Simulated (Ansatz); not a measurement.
ZnS (zinc blende)

```xyz
2
Lattice="0.0000 2.7217 2.7217 2.7217 0.0000 2.7217 2.7217 2.7217 0.0000" Properties=species:S:1:pos:R:3 pbc="T T T"
S      4.0826     4.0826     4.0826
Zn     0.0000     0.0000     0.0000
```

Two-dimensional scan of atom 2 (Zn, nearest neighbour S at 2.357 Å; its periodic images, 3.8 Å or more away, move with it): u runs along (1.000, 0.000, 0.000), v along (0.000, 1.000, 0.000) (Cartesian). Cell and other atoms are fixed.

Level of theory: PBE (plane waves to 420 eV, PAW, scalar-relativistic; Ansatz, a first-principles code). k mesh 8×8×8 (Γ-centred), Fermi-Dirac smearing 0.05 eV. E stands for the smeared free energy. ZnS was relaxed with its symmetry unable to fall. The zero of ΔE is the undisplaced structure. Axes are in Å.

Q: Give the computed ΔE (meV/cell) at all points of the grid u = -0.350, -0.233, -0.117, 0.000, 0.117, 0.233, 0.350 by v = -0.350, -0.233, -0.117, 0.000, 0.117, 0.233, 0.350.

A: ΔE (meV/cell), with u across and v down:

```
v \ u   -0.350  -0.233  -0.117  0.000  0.117  0.233  0.350
------  ------  ------  ------  -----  -----  -----  -----
-0.350     790     530     370    316    370    530    790
-0.233     530     318     188    143    188    318    530
-0.117     370     188      75     36     75    188    370
0.000      316     143      36      0     36    143    316
0.117      370     188      75     36     75    188    370
0.233      530     318     188    143    188    318    530
0.350      790     530     370    316    370    530    790
```

(A displaced cell: forces are minus the slopes of the energy, force constants its curvatures, and phonons follow from these.)
